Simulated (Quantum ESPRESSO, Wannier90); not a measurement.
Wannier functions of SnSe2 (CdI2 type)

```
begin unit_cell_cart
ang
    3.8419000005    0.0000000000    0.0000000000
   -1.9209500003    3.3271829992    0.0000000000
    0.0000000000    0.0000000000    6.4858800000
end unit_cell_cart
begin atoms_frac
Sn   0.0000000000  0.0000000000  0.0000000000
Se  -0.3333333333  0.3333333333 -0.2429000000
Se   0.3333333333 -0.3333333333  0.2429000000
end atoms_frac
```

Structure: Materials Project mp-665, symmetrised, not relaxed again. COD (Crystallography Open Database) has the formula in 2 space groups, this one among them (matched by group alone). Level: LDA, no spin polarisation, no spin-orbit coupling; pw.x of Quantum ESPRESSO at 69 Ry with PseudoDojo potentials, 9×9×6 k-points, Wannier90. Density: 12×12×6 mesh, Gaussian smearing 0.01 Ry. The cell is built of weakly bound layers, chains or molecules, whose nearest atoms lie 4.01 Å apart. Database cells relaxed without dispersion often hold them too far apart, which can enlarge gaps and weakens couplings between them; spacing and stacking were not compared with the measured crystal. Spin-orbit coupling is left out although heavy elements are present.

Band 18 is isolated and gives one Wannier function a cell (Sn1 5s 51 %, Se2 4p 17 %, Se3 4p 17 %; spread 5.07 Å²). Its on-site energy is ε = -6.617 eV relative to the valence-band maximum, and its hoppings t(R) = t(−R) to the nearer images are (images within this range that aren't listed have |t| under 5 meV):

| R (lattice vectors; −R alike) | distance (Å) | t (eV) |
|---|---|---|
| 0 1 0 | 3.84 | 0.201 |
| 1 0 0 | 3.84 | 0.201 |
| 1 1 0 | 3.84 | 0.201 |
| 0 0 1 | 6.49 | -0.021 |
| 1 -1 0 | 6.65 | -0.025 |
| 1 2 0 | 6.65 | -0.025 |
| 2 1 0 | 6.65 | -0.025 |

Task: Work out the band energy at Γ, M, K, A from these numbers.

Result: For one orbital E(k) = ε + Σ_R 2 t(R) cos(2π k·R), the sum over the listed R.
- Γ, k = (0.000, 0.000, 0.000): E = -6.617 + (0.201)·(6.00) + (-0.021)·(2.00) + (-0.025)·(6.00) = -5.60 eV; pw.x: -6.01 eV
- M, k = (0.500, 0.000, 0.000): E = -6.617 + (0.201)·(-2.00) + (-0.021)·(2.00) + (-0.025)·(-2.00) = -7.01 eV; pw.x: -7.12 eV
- K, k = (0.333, 0.333, 0.000): E = -6.617 + (0.201)·(-3.00) + (-0.021)·(2.00) + (-0.025)·(6.00) = -7.41 eV; pw.x: -7.31 eV
- A, k = (0.000, 0.000, 0.500): E = -6.617 + (0.201)·(6.00) + (-0.021)·(-2.00) + (-0.025)·(6.00) = -5.52 eV; pw.x: -5.42 eV

At these points the listed shells miss the plane-wave band by up to 0.41 eV, of a width of 1.89 eV on the path. With all its hoppings the model misses the band by 0.6 meV at worst on the whole path, so most of the miss comes from the hoppings not listed.
